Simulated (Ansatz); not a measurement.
Computed with DFT, LDA (PW92), plane waves (420 eV) with PAW, scalar-relativistic (Ansatz 0.2.0). (PAW data from PBE, frozen cores regenerated.)

An element in the hcp structure gives this curve. The cell is scaled uniformly from the relaxed one, with fractional coordinates and shape fixed. Energies are extrapolated to zero smearing, pressures are those at the given smearing. Magnetic state: spin not included.

```json
{"V (Å³/atom)": "68.729", "E − E₀ (meV/atom)": "14.1", "P (GPa)": "0.56"}
{"V (Å³/atom)": "71.853", "E − E₀ (meV/atom)": "5.6", "P (GPa)": "0.33"}
{"V (Å³/atom)": "74.977", "E − E₀ (meV/atom)": "1.2", "P (GPa)": "0.15"}
{"V (Å³/atom)": "78.101", "E − E₀ (meV/atom)": "0.0", "P (GPa)": "-0.01"}
{"V (Å³/atom)": "81.225", "E − E₀ (meV/atom)": "1.6", "P (GPa)": "-0.14"}
{"V (Å³/atom)": "84.349", "E − E₀ (meV/atom)": "5.5", "P (GPa)": "-0.24"}
{"V (Å³/atom)": "87.473", "E − E₀ (meV/atom)": "11.2", "P (GPa)": "-0.33"}
```

(1) Which element is it?
A. strontium
B. calcium
C. rubidium
D. caesium

## Answers

(1) C. Its fit is V₀ = 77.75 Å³/atom, B₀ = 3.6 GPa, B₀′ = 3.7.
